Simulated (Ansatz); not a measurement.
Given:

SnGe (CsCl type, space group No. 221), a = 3.611 Å, b = 3.611 Å, c = 3.611 Å, α = 90.00°, β = 90.00°, γ = 90.00°.

This is the PBE-relaxed structure.

Q: All from the program Ansatz at the PBE level (PAW), unless another level is named. Predict the electronic character.

A: metallic (no gap).

Q: Give the formation energy from the elements (no fitted shifts).

A: 0.22 eV/atom.

Q: Give the density of states at the Fermi level.

A: 0.57 states/eV per atom (mean over ±0.08 eV).

Q: Next, the gap with spin–orbit coupling?

A: none (metallic).

Space group Pm-3m (CsCl type). The cell is a constructed one: a structure type filled with these elements; neither database checked (COD, Materials Project) lists it. Whether it is the stable phase at ambient conditions was not checked. Symmetry was held in the PBE relaxation; whether a distortion lowers the energy is not shown. The references are the lowest solids computed at this level, not always the standard phases. Spin–orbit coupling is left out wherever it is not named.

Potentials: the earlier of the program's two PAW sets.
